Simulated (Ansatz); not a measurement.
Lu2AlSi2:
```
CELL_PARAMETERS angstrom
     -1.99719     2.81301     4.19844
      1.99719    -2.81301     4.19844
      1.99719     2.81301    -4.19844
ATOMIC_POSITIONS crystal
  Lu 0.71081 0.21081 0.50000
  Lu 0.28919 0.78919 0.50000
  Al 0.00000 0.00000 0.00000
  Si 0.28923 0.50000 0.78923
  Si 0.71077 0.50000 0.21077
```

This is the r²SCAN-relaxed structure.

### Question
All from the program Ansatz at the r²SCAN level (PAW), unless another level is named. Predict the electronic character.

### Answer
metallic (no gap).

### Question
What about the density of states at the Fermi level?

### Answer
0.45 states/eV per atom (mean over ±0.08 eV).

### Question
What about the formation energy from the elements (no fitted shifts)?

### Answer
-0.74 eV/atom.

Space group Immm. The first step of the workflow began from a Materials Project structure, measured or hypothetical; the Crystallography Open Database files this formula in space group No. 71, but the cells were not matched. Whether it is the stable phase at ambient conditions was not checked. The cell was relaxed with r²SCAN under the symmetry of its start; its stability against distortions is not shown here. The references are the lowest solids computed at this level, not always the standard phases. Spin–orbit coupling is left out wherever it is not named.

Potentials: the later of the program's two PAW sets.
